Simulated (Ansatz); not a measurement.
One crystal and one scan (frozen-phonon scan) at two levels, PBE (plane waves to 420 eV, PAW, scalar-relativistic; Ansatz, a program for electronic structure) and r2SCAN (plane waves to 500 eV, PAW, scalar-relativistic; Ansatz), each from its own relaxed cell and on its own mesh. The cell shown is that of PBE.

CuAu (CuAu type, space group P4/mmm)

```
CuAu
1.0
    2.88152     0.00000     0.00000
    0.00000     2.88152     0.00000
    0.00000     0.00000     7.22951
Cu Au
2 2
Direct
  0.50000   0.50000   0.25000
  0.50000   0.50000   0.75000
  0.00000   0.00000   0.00000
  0.00000   0.00000   0.50000
```

A phonon eigenvector at Z = (0.0, 0.0, 0.5) is frozen into this cell: atom i moves by Q times the vector below, so Q is the largest atomic displacement, in Å. The cell is held. (q is in reciprocal vectors of the primitive cell; the cell shown is doubled to hold the pattern.)

```csv
atom,x,y,z
Cu1,0.000,0.000,-1.000
Cu2,0.000,0.000,1.000
```

Atoms not listed stay in place.

CuAu is run without spin polarisation. CuAu was relaxed with its symmetry unable to fall. Spin-orbit coupling is left out, though Au is heavy. With partly filled bands, energies and forces of such displacements shift with the k mesh and the smearing. Both scans cover Q from -0.280 to 0.280 Å.

ΔE (meV/cell), each from the undisplaced structure of its own level:

| Q (Å) | PBE | r2SCAN |
|---|---|---|
| -0.280 | 560 | 608 |
| -0.233 | 387 | 420 |
| -0.187 | 246 | 267 |
| -0.140 | 138 | withheld |
| -0.093 | 61 | 66 |
| -0.047 | 15 | 17 |
| 0.000 | 0 | 0 |
| 0.047 | 15 | 17 |
| 0.093 | 61 | 66 |
| 0.140 | 138 | withheld |
| 0.187 | 246 | 267 |
| 0.233 | 387 | 420 |
| 0.280 | 560 | 608 |

Estimate the r2SCAN value at -0.140 from the PBE value there and the ratio of the two levels in the two nearest given rows on that side of the minimum.

At -0.187 and -0.093 the ratio r2SCAN/PBE averages 1.084, which gives 1.084 × 138 = 150 meV/cell. The calculation gives 150 meV/cell, +8.7 % against PBE.

(A displaced cell: forces are minus the slopes of the energy, force constants its curvatures, and phonons follow from these.)
